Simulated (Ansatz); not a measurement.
SnS2 (CdI2 type)

```cif
data_S2Sn
_chemical_formula_sum 'Sn1 S2'
_space_group_name_H-M_alt 'P 1'
_space_group_IT_number 1
_cell_length_a 3.62596
_cell_length_b 3.62596
_cell_length_c 5.57353
_cell_angle_alpha 90.000
_cell_angle_beta 90.000
_cell_angle_gamma 120.000
loop_
_space_group_symop_operation_xyz
  'x, y, z'
loop_
_atom_site_label
_atom_site_type_symbol
_atom_site_fract_x
_atom_site_fract_y
_atom_site_fract_z
_atom_site_occupancy
Sn1 Sn 0.00000 0.00000 0.00000 1
S1 S 0.33333 0.66667 0.26441 1
S2 S 0.66667 0.33333 0.73559 1
```

This relaxed cell (volume V₀) is scaled evenly in all directions, its shape held. The atoms relax within the cell's symmetry.

Computed with PBEsol-D3(BJ) (plane waves to 420 eV, PAW, scalar-relativistic; Ansatz, an electronic-structure program). k mesh 11×11×6 (Γ-centred), Fermi-Dirac smearing 0.05 eV. E stands for the smeared free energy. Stress and pressure are positive under compression. SnS2 was relaxed with its symmetry unable to fall. The PAW data are Ansatz's earlier set. ΔE is measured from the relaxed starting cell.

Question: Predict the ΔE (meV/atom) and P (GPa) at V/V₀ = 0.900, 0.933, 0.950, 1.017, 1.050.

Answer: 
```json
[
 {"V/V₀": "0.900", "ΔE (meV/atom)": "43.6", "P (GPa)": "7.34"},
 {"V/V₀": "0.933", "ΔE (meV/atom)": "18.0", "P (GPa)": "4.39"},
 {"V/V₀": "0.950", "ΔE (meV/atom)": "9.8", "P (GPa)": "3.12"},
 {"V/V₀": "1.017", "ΔE (meV/atom)": "0.9", "P (GPa)": "-0.84"},
 {"V/V₀": "1.050", "ΔE (meV/atom)": "8.0", "P (GPa)": "-2.32"}
]
```

(Under strain, the slope of the energy per volume gives the stress and its curvature an elastic modulus.)
